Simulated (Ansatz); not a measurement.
Co$_{4}$N:
```yaml
crystal:
  lattice:
    - [3.66973, 0.00000, 0.00000]
    - [0.00000, 3.66973, 0.00000]
    - [0.00000, 0.00000, 3.66973]
  atoms:
    - { symbol: Co, position: [0.50000, 0.00000, 0.00000] }
    - { symbol: Co, position: [0.00000, 0.50000, 0.00000] }
    - { symbol: Co, position: [0.00000, 0.00000, 0.50000] }
    - { symbol: Co, position: [0.50000, 0.50000, 0.50000] }
    - { symbol: N, position: [0.00000, 0.00000, 0.00000] }
```
The run is spin-polarised; directions of the spins, atom by atom: ↑ ↑ ↑ ↑ 0.

Relaxed with PBEsol. Special points in fractions of this cell's reciprocal vectors: Γ (0.000, 0.000, 0.000); X (0.000, 0.500, 0.000); M (0.500, 0.500, 0.000); R (0.500, 0.500, 0.500).

Problem. List the band energies nearest the Fermi level at these points for PBEsol in the plane-wave PAW code Ansatz.

Solution. In eV from the Fermi level; about four levels below and three above (degenerate sets whole), none deeper than 8.9 eV; points with the same levels are listed once.

| k | below | above |
|---|---|---|
| Γ ↑ | -1.00 -0.81 -0.81 -0.81 | 2.14 4.80 4.80 4.80 |
| X ↑ | -1.24 -1.01 -1.01 -0.81 | 2.33 3.28 6.43 6.43 |
| M ↑ | -1.00 -0.43 -0.43 -0.17 | 0.39 4.80 4.80 |
| R ↑ | -1.00 -1.00 -1.00 -1.00 -1.00 | 1.52 1.52 1.52 |
| Γ ↓ | -1.43 -1.43 -1.43 -0.95 -0.95 | 0.52 0.52 0.52 |
| X ↓ | -0.62 -0.62 -0.20 -0.14 | 0.40 0.40 0.44 |
| M ↓ | -0.25 -0.21 -0.17 -0.17 | 0.49 1.08 1.08 |
| R ↓ | -1.15 -1.15 -0.95 -0.95 -0.95 | 0.30 0.30 0.30 |

Space group Pm-3m. The first step of the workflow began from a Materials Project structure, measured or hypothetical; the Crystallography Open Database copy checked does not list it. Its standing as an ambient phase is unchecked. The PBEsol relaxation kept the symmetry of its start; whether a distortion lowers the energy is not shown. Magnetic state: ferromagnetic, chosen from 5 collinear starts compared on coarse meshes (ties went to the first, and starts can fall back to one state), not a proven ground state. No Hubbard U is applied.

Potentials: the later of the program's two PAW sets.
